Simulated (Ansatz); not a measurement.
MoSe:
```cif
data_MoSe
_chemical_formula_sum 'Mo1 Se1'
_space_group_name_H-M_alt 'Pm-3m'
_space_group_IT_number 221
_space_group_name_Hall '-P 4 2 3'
_cell_length_a 3.10694
_cell_length_b 3.10694
_cell_length_c 3.10694
_cell_angle_alpha 90.000
_cell_angle_beta 90.000
_cell_angle_gamma 90.000
loop_
_atom_site_label
_atom_site_type_symbol
_atom_site_symmetry_multiplicity
_atom_site_Wyckoff_symbol
_atom_site_fract_x
_atom_site_fract_y
_atom_site_fract_z
_atom_site_occupancy
Mo1 Mo 1 a 0.00000 0.00000 0.00000 1
Se1 Se 1 b 0.50000 0.50000 0.50000 1
```

Relaxed with PBEsol.

**Question.** Decompose the optical modes at the zone centre into irreducible representations, and say which are infrared and Raman allowed.

**Answer.** Point group m-3m: Γ_opt = T1u. Infrared: T1u. Raman: none.

**Question.** Assign frequencies (DFPT, PBEsol in the plane-wave PAW code Ansatz).

**Answer.** T1u 152 cm⁻¹.

A made-up cell: these elements were put on the sites of a structure type; neither database checked (COD, Materials Project) lists it. Whether it is the stable phase at ambient conditions was not checked. The PBEsol relaxation kept the symmetry of its start; whether a distortion lowers the energy is not shown. The run is not spin-polarised. As this level gives no gap, phonon frequencies hold no LO–TO term and depend on the k-mesh and smearing (Fermi–Dirac, 0.1 eV here).

Potentials: the earlier of the program's two PAW sets. The files were generated under PBE; for other functionals the program regenerates the frozen cores, and for LDA and PBEsol the local potential too.
